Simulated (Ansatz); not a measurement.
A vibration from a frozen displacement in RbSrCl₃

Method: DFT LDA, scalar-relativistic, plane waves, PAW (Ansatz). Settings: plane waves to 420 eV, k-mesh 4×4×4 (Γ-centred), Gaussian smearing 0.05 eV. No spin polarisation. Energies are free energies at this smearing, counted from the undisturbed cell; pressure is positive in compression.

Zero of the scan (as given, not relaxed at this level; it stands at -2.3 GPa, and it needn't be the usual structure):

```xyz
5
Lattice="5.6963 0.0000 0.0000 0.0000 5.6963 0.0000 0.0000 0.0000 5.6963" Properties=species:S:1:pos:R:3 pbc="T T T"
Rb    2.8482    2.8482    2.8482
Sr    0.0000    0.0000    0.0000
Cl    2.8482    0.0000    0.0000
Cl    0.0000    2.8482    0.0000
Cl    0.0000    0.0000    2.8482
```

Every Rb atom is moved by x along the Cartesian unit vector (0.000, 0.000, 1.000); the cell and all other atoms stay fixed. The cell's volume is 184.83 Å³; the moved atoms weigh 85.468 u together and the others 193.970 u. Some rows repeat others by symmetry and weren't run.

| x (Å) | ΔE (meV/cell) | total force on the moved atoms along the move (eV/Å) | pressure (GPa) |
| --- | --- | --- | --- |
| -0.5000 | -37.81 | -0.1303 | -2.1748 |
| -0.4375 | -29.89 | -0.1225 | -2.2034 |
| -0.3750 | -22.57 | -0.1113 | -2.2274 |
| -0.3125 | -16.03 | -0.0973 | -2.2472 |
| -0.2500 | -10.45 | -0.0809 | -2.2630 |
| -0.1875 | -5.96 | -0.0624 | -2.2751 |
| -0.1250 | -2.68 | -0.0425 | -2.2836 |
| -0.0625 | -0.67 | -0.0215 | -2.2887 |
| 0.0000 | 0.00 | 0.0000 | -2.2904 |
| 0.0625 | -0.67 | 0.0215 | -2.2887 |
| 0.1250 | -2.68 | 0.0425 | -2.2836 |
| 0.1875 | -5.96 | 0.0624 | -2.2751 |
| 0.2500 | -10.45 | 0.0809 | -2.2630 |
| 0.3125 | -16.03 | 0.0973 | -2.2472 |
| 0.3750 | -22.57 | 0.1113 | -2.2274 |
| 0.4375 | -29.89 | 0.1225 | -2.2034 |
| 0.5000 | -37.81 | 0.1303 | -2.1748 |

What frequency belongs to this motion?

The force constant is k = −dF/dx = -0.344 eV/Å², from the parabola through x = -0.0625, 0 and 0.0625. In every cell the moved atoms swing against the rest, so the mass is μ = m₁m₂/(m₁ + m₂) = 59.327 u, and ν̃ = 521.5 cm⁻¹ × √(|k|/μ) = 40i cm⁻¹, at this cell's pressure of -2.3 GPa. The pattern needn't be a normal mode: ν̃² is then a weighted mean of the squared nonzero frequencies at the zone centre of this cell, taken without macroscopic field, so it lies between the lowest and the highest of them, and at least one of them is imaginary.

Where does the displacement stop?

Not within the scan: the energy still falls at its end, so along this line the minimum lies further out.